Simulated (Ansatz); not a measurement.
## Orbital-resolved density of states of Sb₂Mo

```
CELL_PARAMETERS angstrom
3.48011 0.00000 0.00000
-1.74005 3.01386 0.00000
0.00000 0.00000 6.47065
ATOMIC_POSITIONS crystal
Mo 0.00000 0.00000 0.00000
Sb 0.33333 0.66667 0.29130
Sb 0.66667 0.33333 0.70870
```

Atom numbers follow the list: Mo1, Sb2, Sb3.

The cell was built from the CdI2 type and relaxed in the same program, and has space group P-3m1; it needn't be a known or the stable phase.

Spin–orbit coupling is left out, though it moves levels of the heavy atoms by tenths of an eV or more.

All numbers below come from DFT, PBE, all-electron LAPW, scalar-relativistic in Ansatz 0.2.0.

Numerical set-up: a Γ-centred 12×12×7 k mesh, Fermi–Dirac smearing of 0.03 eV, basis error target 0.5 meV/atom, no spin polarisation.

States per eV for one atom of each kind, in 0.4 eV bins named by their centres, from the Fermi level, projected on a minimal set of Löwdin-orthogonalised atomic shells; orbitals are real harmonics on the Cartesian axes, equal curves share a column, and empty bins are left out, as is all above 5.3 eV, near the top of the computed bands.

Mo1 4d:

```
# E all dz2 dxz=dyz dx2-y2=dxy
-11.5 0.01 0.00 0.00 0.00
-11.1 0.01 0.00 0.01 0.00
-10.7 0.02 0.00 0.01 0.00
-10.3 0.04 0.00 0.01 0.00
-9.9 0.06 0.00 0.02 0.01
-9.5 0.13 0.00 0.05 0.01
-9.1 0.17 0.00 0.07 0.02
-8.7 0.23 0.00 0.08 0.03
-8.3 0.11 0.00 0.04 0.02
-5.5 0.09 0.03 0.02 0.01
-5.1 0.18 0.06 0.03 0.03
-4.7 0.38 0.09 0.07 0.08
-4.3 0.66 0.09 0.13 0.16
-3.9 0.38 0.07 0.09 0.07
-3.5 0.21 0.04 0.04 0.04
-3.1 0.42 0.10 0.07 0.09
-2.7 1.39 0.45 0.20 0.27
-2.3 1.53 0.42 0.26 0.30
-1.9 2.02 0.33 0.56 0.28
-1.5 2.62 0.39 0.61 0.50
-1.1 0.87 0.28 0.17 0.12
-0.7 0.87 0.12 0.19 0.19
-0.3 1.41 0.10 0.34 0.32
0.1 0.69 0.15 0.04 0.23
0.5 1.34 0.24 0.12 0.43
0.9 0.85 0.26 0.06 0.24
1.3 1.51 0.40 0.10 0.46
1.7 1.87 0.70 0.19 0.39
2.1 0.78 0.27 0.11 0.15
2.5 0.53 0.10 0.13 0.08
2.9 0.64 0.08 0.18 0.10
3.3 0.49 0.04 0.15 0.08
3.7 0.48 0.03 0.16 0.06
4.1 0.43 0.02 0.15 0.05
4.5 0.33 0.01 0.12 0.04
4.9 0.26 0.01 0.10 0.03
```

Sb2 5p:

```
# E all pz px=py
-11.9 0.01 0.00 0.00
-11.5 0.03 0.01 0.01
-11.1 0.04 0.01 0.02
-10.7 0.06 0.01 0.02
-10.3 0.07 0.02 0.03
-9.9 0.08 0.02 0.03
-9.5 0.09 0.02 0.03
-9.1 0.08 0.02 0.03
-8.7 0.06 0.02 0.02
-8.3 0.03 0.01 0.01
-5.9 0.01 0.01 0.00
-5.5 0.17 0.06 0.05
-5.1 0.33 0.10 0.11
-4.7 0.72 0.23 0.24
-4.3 0.97 0.40 0.28
-3.9 0.50 0.18 0.16
-3.5 0.23 0.03 0.10
-3.1 0.34 0.09 0.12
-2.7 0.79 0.32 0.23
-2.3 0.77 0.36 0.21
-1.9 0.77 0.28 0.24
-1.5 0.69 0.21 0.24
-1.1 0.31 0.12 0.09
-0.7 0.32 0.13 0.10
-0.3 0.26 0.11 0.08
0.1 0.24 0.12 0.06
0.5 0.48 0.15 0.16
0.9 0.29 0.08 0.10
1.3 0.42 0.08 0.17
1.7 0.56 0.09 0.23
2.1 0.47 0.08 0.20
2.5 0.49 0.08 0.20
2.9 0.58 0.13 0.23
3.3 0.49 0.11 0.19
3.7 0.47 0.13 0.17
4.1 0.46 0.15 0.15
4.5 0.37 0.14 0.12
4.9 0.36 0.09 0.13
```

Mo1 5s:

```
# E all
-12.3 0.01
-11.9 0.08
-11.5 0.08
-11.1 0.06
-10.7 0.08
-10.3 0.09
-9.9 0.09
-9.5 0.08
-9.1 0.07
-8.7 0.05
-8.3 0.02
-5.5 0.04
-5.1 0.07
-4.7 0.10
-4.3 0.08
-3.9 0.03
-3.5 0.02
-3.1 0.04
-2.7 0.07
-2.3 0.04
-1.9 0.02
-1.5 0.01
-1.1 0.01
-0.7 0.01
-0.3 0.01
0.1 0.01
0.5 0.03
0.9 0.01
1.3 0.04
1.7 0.07
2.1 0.06
2.5 0.06
2.9 0.11
3.3 0.12
3.7 0.12
4.1 0.10
4.5 0.08
4.9 0.06
```

Sb2 5s:

```
# E all
-12.3 0.01
-11.9 0.09
-11.5 0.16
-11.1 0.16
-10.7 0.21
-10.3 0.27
-9.9 0.39
-9.5 0.57
-9.1 0.62
-8.7 0.70
-8.3 0.48
-5.5 0.01
-5.1 0.02
-4.7 0.04
-4.3 0.05
-3.9 0.04
-3.5 0.02
-3.1 0.03
-2.7 0.07
-2.3 0.07
-1.9 0.07
-1.5 0.05
-1.1 0.05
-0.7 0.06
-0.3 0.04
0.1 0.03
0.5 0.06
0.9 0.04
1.3 0.06
1.7 0.07
2.1 0.04
2.5 0.04
2.9 0.04
3.3 0.03
3.7 0.02
4.1 0.02
4.5 0.02
4.9 0.01
```
